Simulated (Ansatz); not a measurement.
Data:

ZrMo (CsCl type, space group No. 221), a = 3.2995 Å, b = 3.2995 Å, c = 3.2995 Å, α = 90.00°, β = 90.00°, γ = 90.00°.

This is the PBEsol-relaxed structure.

**Question.** All from DFT-PBEsol in the program Ansatz with PAW potentials, unless another level is named. Give the formation energy from the elements (no fitted shifts).

**Answer.** 0.073 eV/atom.

**Question.** And the density of states at the Fermi level?

**Answer.** 1.9 states/eV per atom (mean over ±0.08 eV).

Space group Pm-3m (CsCl type). The start of the workflow was typed in or built on a structure type; neither database checked (COD, Materials Project) lists it. Whether it is the stable phase at ambient conditions was not checked. Symmetry was held in the PBEsol relaxation; whether a distortion lowers the energy is not shown. No spin polarisation was allowed. The references are the lowest solids computed at this level, not always the standard phases. Scalar-relativistic: spin–orbit coupling is off unless named, which matters more the heavier the elements.

Potentials: the earlier of the program's two PAW sets. The files were generated under PBE; for other functionals the program regenerates the frozen cores, and for LDA and PBEsol the local potential too.
